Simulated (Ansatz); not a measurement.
Here is an unrelaxed guess for LiGaO4.

Space group P4/mmm (No. 123). a = 3.373 Å, b = 3.373 Å, c = 4.770 Å, α = 90.00°, β = 90.00°, γ = 90.00°
| atom | site | symmetry | x | y | z |
| --- | --- | --- | --- | --- | --- |
| Li | 1a | 4/mmm | 0.0000 | 0.0000 | 0.0000 |
| Ga | 1d | 4/mmm | 0.5000 | 0.5000 | 0.5000 |
| O | 4i | 2mm. | 0.5000 | 0.0000 | 0.2500 |

The calculation used DFT PBE, scalar-relativistic, plane waves, PAW (Ansatz 0.2.0). Plane waves to 420 eV, a k mesh through Γ of 6×6×4 on the computed 6-atom cell and Gaussian smearing (0.10 eV); no spin polarisation.

Formation energies are uncorrected and refer to the elements' standard structures at the same level (O₂ as a molecule).

Q: What does a single point on this coarse mesh give?

A: The pressure is 4.2 GPa (the mean over three directions, positive in compression), the largest force is 0.22 eV/Å, and the energy is −0.41 eV/atom against the elements. The shortest distance is 2.07 Å.

Q: Is it a good guess?

A: A fair one: relaxing gains about 0.11 eV/atom (the start's value is from the coarse mesh, so the gain is rough) in 17 ionic steps and ends at −0.51 eV/atom on the finer mesh. The symmetry stays P4/mmm (No. 123). The volume per atom grows by 4.9 %, from 9.0 to 9.5 Å³. The shortest distance goes from 2.07 Å (Ga–O and Li–O) to 2.07 Å (Ga–O). The ratio c/a of the conventional cell changes by a factor of 1.27. Conventional cell: a = 3.163 Å, c = 5.694 Å. Around Li lie 8 O at 2.18 Å; Ga is surrounded by 8 O at 2.07 Å; O has 2 Ga at 2.07 Å, 2 Li at 2.18 Å and 4 O at 2.24 Å.

The last run used a 12×12×8 mesh (in the run's order of axes) for its 6-atom cell and Gaussian smearing of 0.10 eV. The relaxation can't lower the symmetry of the start, and the grade says only how near the guess is to its own end. A structure relaxed within its symmetry needn't be a true minimum.
